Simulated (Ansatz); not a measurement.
Al in space group P-3m1 (No. 164; Pearson symbol hP11) at seven volumes, plane-wave PAW PBE (Ansatz code), shape and atoms relaxed at each. One row is withheld.

| V (Å³/atom) | P (GPa) |
|---|---|
| 15.035 | 9.06 |
| 15.531 | ? |
| 16.027 | 2.54 |
| 16.522 | 0.00 |
| 17.018 | -2.15 |
| 17.514 | -3.96 |
| 18.009 | -5.48 |

Question: Fit the shown pressures and predict the withheld one.

Answer: P = (3/2)B₀(x^(7/2) − x^(5/2))[1 + (3/4)(B′ − 4)(x − 1)] with x = (V₀/V)^(2/3). Least squares on the six rows gives V₀ = 16.522 Å³/atom, B₀ = 77.5 GPa, B′ = 4.55. At V = 15.531, x = 1.0421 and P = 5.52 GPa. The run itself gave 5.54 GPa.

The start of the workflow was typed in or built on a structure type; neither database checked (COD, Materials Project) lists it. It is not the phase usual at ambient conditions (space group No. 225). The cell was relaxed with PBE under the symmetry of its start; whether a distortion lowers the energy is not shown.

Potentials: the earlier of the program's two PAW sets.
